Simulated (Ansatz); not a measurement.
ZrTiAs:
```
ZrTiAs
1.0
   -1.87095     1.87095     7.36790
    1.87095    -1.87095     7.36790
    1.87095     1.87095    -7.36790
Zr Ti As
2 2 2
Cartesian
  0.00000   0.00000   4.72809
  0.00000   0.00000  10.00770
  0.00000   1.87095   0.00000
  1.87095   0.00000   0.00000
  0.00000   0.00000   1.90475
  0.00000   0.00000  12.83104
```

Relaxed with PBEsol.

Map the electron localisation function on the plane through (0.321, 0.321, 0.000) spanned by u = [1, 1, 0] and v = [1, 0, 1] in lattice vectors, from PBEsol (plane waves, PAW; program Ansatz).

x is the fraction of u, y of v (the angle between them is 90°; rows are the nearest grid lines); atoms in the plane: Zr at (0.00, 0.00), Zr at (0.36, 0.00), Ti at (0.68, 0.50), Ti at (0.18, 0.50), As at (0.81, 0.00), As at (0.55, 0.00).
```
| #@:=%%%%%*:#@ -@=:#:=:##*++##-:.*#=.@# |
|:%%:=%%##%*:*@-+@-:#:.:##+=+##=..*#=.@%:|
|#@#.=#*++#+:+@%@@::#=:=##=-=*#*:-##=.%@#|
|@@+.=+-:-++:-@@@%:-##+*#*-::+##+*#%=.+@@|
|%#:.=-...:=:.+%%=.-#####=...:*###%#+.-#%|
|=:.:-..:..::.:--::=*###*..:. =#####+:.-=|
|...::.=++..:.....-++###- -*+.:*###*+-:..|
|..::.:#*#=.::...:=+++*+..*##-.=**+=++-..|
|.:::.=%-**.:::.:=++=-=-.-#-** :==-=+*=:.|
|::-:.+# =#.:-::-+*+=:-: +# =#.:-::-+*+-:|
|::-: +# =#.:-::-+*+=:-: +# =#.:-::-+*+-:|
|.:::.=#-**.:::.:=++=-=-.-#-** :==-=+*=:.|
|..::.:#*#=.::...:=+++*+..*##-.=**+=++-..|
|...::.=++..:.....-++###- -*+.:*###*+-:..|
|=:.:-..:..::.:--::=*###*..:. =#####+:.-=|
|%#:.=-...:=:.+%%=.-#####=...:*###%#+.-#%|
|@@+.=+-:-++:-@@@%:-##+*#*-::+##+*#%=.+@@|
|%@#:=#*++#+:+@%@@::#=:=##=-=*#*:-##=.%@%|
|.%%:=%%##%*:*@-+@-:#:.:##+=+##=..*#=.@%.|
| #@:=%%%%%*:#@ -@=:#:=:##*++##-:.*#=.@# |
```
Scale: ten equal steps from 0.012 (start of ' ') to 0.808 (end of '@'), in the order ' .:-=+*#%@'; x runs from 0.000 to 1.00, y from 0.000 (bottom) to 1.00 (top).

The density is the valence pseudo-density with augmentation charge, so density and ELF within about 1 Å of a nucleus are not all-electron values.

Space group I4/mmm. The workflow started from an entry of the Crystallography Open Database (COD, 295 K). Its standing as an ambient phase is unchecked. The cell was relaxed with PBEsol under the symmetry of its start; whether a distortion lowers the energy is not shown. No spin polarisation was allowed.

Potentials: the later of the program's two PAW sets.
